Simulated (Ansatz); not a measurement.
input.yaml (Ansatz)

```yaml
crystal:
  lattice:
    - [0.0, 1.9980564376, 1.9980564376]
    - [1.9980564376, 0.0, 1.9980564376]
    - [1.9980564376, 1.9980564376, 0.0]
  atoms:
    - { symbol: Ti, position: [0.0, 0.0, 0.0], spin: 1.0 }
hamiltonian:
  xc: mr2scan
  pseudopotentials:
    kind: paw
    azcp:
      Ti: "pseudopotentials/Ti.paw.azcp"
basis:
  ecutwfc: 500
  fft_grid_basis: typed
kpoints:
  mp_grid: { grid: [22, 22, 22], shift: [0, 0, 0] }
magnetization:
  spin_polarized: true
scf:
  occupations: { method: fermi_dirac, width: 0.05 }
output:
  stress: true
```

and its output:

```
Engine: ansatz 0.2.0, aarch64-unknown-linux-gnu
Pseudopotentials: kind: paw
Pseudopotential: Ti, paw, valence charge 12, recommended cutoff 500 eV (meta_gga) 
Functional definition: m-r2SCAN
  exchange = m_r2scan_x
  correlation = m_r2scan_c
Crystal: 1 atoms, lattice volume = 15.953 Å³
Basis set: ecut = 500 eV, 411 PW (Γ), exchange–correlation on 96×96×96 points (64 copies of the dense FFT grid, shifted against one another)
Bands: 11, of which v1, the nominal top of the filled ones, is band 6 counted from 1 (5 counted from 0)
Symmetry: 48 space group operations
Space group: Fm-3m (ITA 225), of the structure as read, at distance tolerance 2.5e-5 Å
Magnetic group: BNS 225.116 (UNI 1618), of the structure as read, at distance tolerance 2.5e-5 Å
k-points: 328 of 10648
Non-local potential: Ti, projectors of the file, l = 0: 3, l = 1: 2, l = 2: 3, l = 3: 1
PAW form: soft (Blöchl's): semilocal exchange-correlation on the pseudo side does not see the compensation charge
PAW frozen core: Ti, regenerated for the run's functional (the file was generated under x = pbe(κ = 0.804, μ = 0.2195149727645171), c = pbe(β = 0.06672455060314922))
PAW one-centre angular grid: Ti, 590 points (default); XC on 160 Gauss nodes
Initial density: superposition of atomic densities (chi_scale 0.1, normalization cell)
Starting moments: Σ|m| = 1 μB on 1 of 1 site
Initial wavefunctions: pseudopotential atomic-orbital guess
Functional: x = mr2scan, c = mr2scan; τ floored in thin density (d = 2e-4 eV/Å³)
SCF iter   1: F=—  HF=-2504.363081 eV  |F-HF|=—  |Δ(HF+E_count)|=         —  Δρ=6.58e-2 (↑6.58e-2 ↓1.40e-2)  dr2=7.63e-1  dr2_τ=1.01e-2  dr2_m=1.59e-1  M=0.625 μB ∫|m|=0.625 μB  β_m=0.80  ethr=3.10e-3  ⟨swp⟩=4.6  Hψ=35708  notcnv=0
Mixer restart at iter 1: flushing history
SCF iter   2: F=—  HF=-2504.082102 eV  |F-HF|=—  |Δ(HF+E_count)|=   2.81e-1  Δρ=2.05e-2 (↑2.05e-2 ↓8.41e-3)  dr2=1.14e-1  dr2_τ=1.45e-3  dr2_m=9.44e-3  M=0.603 μB ∫|m|=0.603 μB  β_m=1.00  ethr=3.10e-3  ⟨swp⟩=2.7  Hψ=17624  notcnv=0  defer=186  κ⁻¹=1.0e0(r=1)
SCF iter   3: F=—  HF=-2504.222081 eV  |F-HF|=—  |Δ(HF+E_count)|=         —  Δρ=2.03e-2 (↑1.77e-2 ↓2.03e-2)  dr2=6.35e-3  dr2_τ=2.90e-3  dr2_m=4.89e-2  M=0.231 μB ∫|m|=0.233 μB  β_m=0.49  ethr=9.47e-4  ⟨swp⟩=2.7  Hψ=13149  notcnv=0  defer=186
Mixer restart at iter 3: flushing history
SCF iter   4: F=—  HF=-2504.227657 eV  |F-HF|=—  |Δ(HF+E_count)|=   5.58e-3  Δρ=1.23e-2 (↑9.51e-3 ↓1.23e-2)  dr2=3.13e-3  dr2_τ=2.25e-4  dr2_m=1.56e-2  M=0.199 μB ∫|m|=0.200 μB  β_m=1.00  ethr=5.29e-5  ⟨swp⟩=2.2  Hψ=10571  notcnv=0  defer=186  κ⁻¹=1.0e0(r=1)
SCF iter   5: F=—  HF=-2504.251756 eV  |F-HF|=—  |Δ(HF+E_count)|=   2.41e-2  Δρ=4.87e-3 (↑3.31e-3 ↓4.87e-3)  dr2=9.06e-4  dr2_τ=1.37e-4  dr2_m=2.10e-3  M=0.065 μB ∫|m|=0.067 μB  β_m=0.42  ethr=2.61e-5  ⟨swp⟩=2.5  Hψ=13983  notcnv=0  defer=186  κ⁻¹=5.4e-2(r=2)
SCF iter   6: F=—  HF=-2504.257541 eV  |F-HF|=—  |Δ(HF+E_count)|=   5.78e-3  Δρ=1.72e-3 (↑1.72e-3 ↓1.01e-3)  dr2=3.98e-4  dr2_τ=9.63e-6  dr2_m=1.76e-4  M=0.022 μB ∫|m|=0.025 μB  β_m=0.89  ethr=7.55e-6  ⟨swp⟩=2.0  Hψ=14068  notcnv=0  defer=186  κ⁻¹=9.6e-3(r=3)
SCF iter   7: F=—  HF=-2504.259875 eV  |F-HF|=—  |Δ(HF+E_count)|=   2.33e-3  Δρ=4.97e-4 (↑4.97e-4 ↓4.65e-4)  dr2=1.62e-5  dr2_τ=1.38e-6  dr2_m=2.21e-5  M=0.008 μB ∫|m|=0.009 μB  β_m=0.69  ethr=3.32e-6  ⟨swp⟩=2.0  Hψ=12858  notcnv=0  defer=186  κ⁻¹=4.7e-4(r=4)
SCF iter   8: F=—  HF=-2504.260174 eV  |F-HF|=—  |Δ(HF+E_count)|=   2.99e-4  Δρ=1.62e-4 (↑1.62e-4 ↓1.60e-4)  dr2=5.35e-6  dr2_τ=1.84e-7  dr2_m=1.15e-6  M=0.002 μB ∫|m|=0.002 μB  β_m=0.30  ethr=1.35e-7  ⟨swp⟩=2.0  Hψ=11289  notcnv=0  defer=181  κ⁻¹=1.8e-4(r=5)
SCF iter   9: F=—  HF=-2504.260212 eV  |F-HF|=—  |Δ(HF+E_count)|=   3.82e-5  Δρ=1.27e-4 (↑1.01e-4 ↓1.27e-4)  dr2=1.49e-6  dr2_τ=9.09e-8  dr2_m=1.24e-6  M=-0.000 μB ∫|m|=0.001 μB  β_m=0.91  ethr=4.46e-8  ⟨swp⟩=2.5  Hψ=11125  notcnv=0  defer=180  κ⁻¹=7.9e-6(r=6)
SCF iter  10: F=—  HF=-2504.260225 eV  |F-HF|=—  |Δ(HF+E_count)|=   1.35e-5  Δρ=1.60e-5 (↑1.13e-5 ↓1.60e-5)  dr2=2.23e-8  dr2_τ=1.75e-9  dr2_m=1.26e-8  M=-0.000 μB ∫|m|=0.000 μB  β_m=1.00  ethr=1.24e-8  ⟨swp⟩=2.0  Hψ=11202  notcnv=0  defer=180  κ⁻¹=5.4e-7(r=7)
SCF iter  11: F=—  HF=-2504.260225 eV  |F-HF|=—  |Δ(HF+E_count)|=   3.87e-8  Δρ=5.08e-6 (↑5.08e-6 ↓4.04e-6)  dr2=1.42e-9  dr2_τ=1.96e-10  dr2_m=1.52e-9  M=0.000 μB ∫|m|=0.000 μB  β_m=0.71  ethr=1.86e-10  ⟨swp⟩=2.0  Hψ=11229  notcnv=0  defer=180  κ⁻¹=4.2e-8(r=8)
SCF iter  12: F=—  HF=-2504.260225 eV  |F-HF|=—  |Δ(HF+E_count)|=   6.42e-8  Δρ=2.06e-6 (↑2.06e-6 ↓1.74e-6)  dr2=2.52e-10  dr2_τ=2.56e-11  dr2_m=2.59e-10  M=0.000 μB ∫|m|=0.000 μB  β_m=0.37  ethr=1.18e-11  ⟨swp⟩=2.0  Hψ=11155  notcnv=0  defer=180  κ⁻¹=1.0e-8(r=8)
SCF iter  13: F=—  HF=-2504.260225 eV  |F-HF|=—  |Δ(HF+E_count)|=   5.81e-9  Δρ=4.28e-7 (↑4.01e-7 ↓4.28e-7)  dr2=1.86e-12  dr2_τ=3.08e-13  dr2_m=2.35e-11  M=-0.000 μB ∫|m|=0.000 μB  β_m=0.91  ethr=2.10e-12  ⟨swp⟩=2.0  Hψ=11220  notcnv=0  defer=180  κ⁻¹=7.0e-9(r=8)
SCF iter  14: F=-2504.260225 eV  HF=-2504.260225 eV  |F-HF|=4.41e-11  |Δ(HF+E_count)|=  2.38e-10  Δρ=1.53e-7 (↑1.53e-7 ↓1.23e-7)  dr2=5.05e-12  dr2_τ=9.03e-14  dr2_m=1.58e-12  M=-0.000 μB ∫|m|=0.000 μB  ethr=1.00e-12  ⟨swp⟩=1.0  Hψ=17951  notcnv=0
SCF 1 converged in 14 iterations: F = -2504.260225 eV  dr2 = 5.05e-12
WARN: the starting moments were not kept: the SCF closed with an absolute magnetisation of 1.2e-6 μB, where they sum to 1 μB in size (1 site). That is at most 0.1 of that sum. Measured as dr2_m measures the in/out step, that magnetisation stands 2.9e-13 eV from none, at or under the dr2_threshold of 1.0e-7 eV: it is no larger than a step whose dr2_m would equal this threshold. The system may hold no moment; this SCF shows only that its start led to no more than that. To try another start: raise the starting moments (crystal.atoms[].spin, magnetization.per_species, magnetization.initial_magnetization, or on a non-collinear deck that types none of these the spinor_matrix: blocks that start its atoms; where the total moment is fixed, keep their sum and leave initial_magnetization as it is; typed ones take the place of any that the run laid by itself, positive ones on a crystal's lanthanoids without a Hubbard term where scf.initial_density.shell_occupations: [] is typed) or, if the notice of its spin-set hold's release reads "site moments contracting" or "site moments show no strong build", lengthen the hold (scf.mixing.spin_hold: { on: { confirm: 4 } }; for m-r²SCAN on two components see the key's manual first). Each may lead to a state that holds a moment. A second SCF, from the converged charge density, with the starting moments and any scf.initial_density.shell_occupations laid on it anew, would have followed, and was not run: the deck does not ask for one (magnetization.retry_lost_moments is false, the default). To let it run, set magnetization.retry_lost_moments: true and run the deck again, where that key's refused combinations let it; where memory then withholds it, that run's warning says so.
this state was not tested for a lower state beside it, because the mixer in use, unlike msr1, does not test its closes by its own steps (another_mixer; see scf.mixing.algorithm and scf.lower_state_search)
SCF converged after 14 iterations
Magnetization: -0.0000 μB (6.0000 up, 6.0000 down)
Absolute magnetization: 0.0000 μB (∫|ρ↑−ρ↓|, with the PAW one-centre terms)
Spin contamination: 0.0000 ħ² per cell (⟨S²⟩ above its minimum at these occupations)
Per-site moments (μB) at R_I (Å): [(-7.820032452097026e-7, 1.1655923863818267)]
Free energy (F): -2504.260225 eV
Harris-Foulkes:  -2504.260225 eV  (|F-HF|=4.41e-11)
Internal energy: -2504.248358 eV  (E = F + TS)
E sigma→0 (E₀):  -2504.254292 eV
Entropy (-TS):   -0.011867 eV (-11.867 meV/atom)
Fermi energy:    14.649711 eV
--- Per-component energies (eV) ---
  E_band       = -152.603021
  E_kinetic    = 274.960178
  E_local      = -762.949352  (includes V_loc(G=0)·N_el)
  E_nonlocal   = 7.627497
  E_hartree    = 316.594091
  E_xc         = -93.522790
  E_vxc        = -133.785572  (∫ρ·V_xc dr)
  E_paw        = -1057.181660  (= ΣΔE_a)
  E_vpaw       = -180.870439  (= ΣTr[D̂ρ^β])
  E_aug_tail   = 0.000082  (compensation charges beyond the density's cutoff)
  E_vtau       = 9.226479  (kinetic-family band-sum trace: ∫τ·v_τ [+ j·A + Jᵃ·Aᵃ] dr)
  E_ewald      = -1189.522948
  E_core_change = -0.253457  (= ΣΔE_core)
  E_smearing   = -0.011867  (= −TS)
  E_closure    = 0.000000  (closes the sum)
  Σ components = -2504.260225   (vs F -2504.260225, Δ=0.00e0)
--- Stress (GPa, compression-positive) ---
       10.818916       0.000000       0.000000
        0.000000      10.818916       0.000000
       -0.000000      -0.000000      10.818916
  P = ⅓ Tr σ = 10.8189 GPa (108.189 kbar)
```
